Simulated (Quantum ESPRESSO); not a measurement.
# Planted mistakes on one cell of GeAl2O2PN

Calculated results; nothing here was measured. They come from pw.x of Quantum ESPRESSO 7.5, a plane-wave density functional program, with PseudoDojo standard norm-conserving files (v0.5 for PBE, v0.4.1 for LDA and PBEsol). The cells are made up: elements, strain and atom displacements were drawn at random, and nothing was relaxed. There is no spin polarisation, spin-orbit coupling or dispersion term.

The cell has 8 sites of a wurtzite lattice (rectangular cell). Sites 1 to 4 hold empty Ge Al Al; sites 5 to 8 hold O P O N. Cell vectors in Å: (3.238, 0.005, 0.006); (0.008, 5.617, 0.064); (0.010, 0.061, 5.478). Settings: PBE, cutoff 1143 eV, 5 x 4 x 4 k mesh shifted by half a step, Fermi-Dirac smearing of 0.025 eV.

The intended run has a self-consistency threshold of 1e-07 eV, a smearing term of 0.000 eV, a pressure of 11.30 GPa and 12 iterations. Each further run changes one thing: all lengths scaled by 1.0118; atoms of sites 4 and 7 exchanged; cutoff 841 eV; files of PBEsol; k mesh 2 x 2 x 2; one electron removed; smearing 0.74 eV; threshold 0.2 eV. A coarse mesh keeps the shift, and a charged cell sits in a uniform background.

| run | change of free energy (eV) | smearing term -TS (eV) | change of P (GPa) | largest change of a force component (eV/Å) | iterations |
| --- | --- | --- | --- | --- | --- |
| A | -0.809 | -2.524 | 2.64 | 0.961 | 12 |
| B | 9.894 | -0.009 | 11.82 | 9.759 | 13 |
| C | -0.197 | 0.000 | -4.80 | 0.752 | 13 |
| D | 0.480 | 0.000 | -8.11 | 0.015 | 12 |
| E | 0.003 | 0.000 | -0.64 | 0.138 | 7 |
| F | -0.871 | 0.000 | -1.31 | 0.252 | 14 |
| G | 6.981 | 0.000 | -3.29 | 0.257 | 12 |
| H | -5.912 | -0.019 | -16.73 | 1.685 | 14 |

A rerun of the intended cell at 1437 eV and k mesh 7 x 6 x 6 moved values by no more than 0.016 eV in the cell's energy, 0.23 GPa in stress and 0.013 eV/Å in force.

Question: which change belongs to which run?

## Worked reading

Run E has the fewest iterations, as a run stopped early does. Run A has the largest smearing term, as wide smearing gives. Run C changes the volume by a factor of 1.0358; minus its pressure change over the logarithm of that factor, 136 GPa, is a rough bulk modulus with clamped atoms. Energies from files of another functional, or of a charged cell, have another zero and say nothing on stability; the pressure of a charged cell rests on the program's zero of potential too.

## Key

| run | change |
| --- | --- |
| A | smearing 0.74 eV |
| B | atoms of sites 4 and 7 exchanged |
| C | all lengths scaled by 1.0118 |
| D | cutoff 841 eV |
| E | threshold 0.2 eV |
| F | k mesh 2 x 2 x 2 |
| G | files of PBEsol |
| H | one electron removed |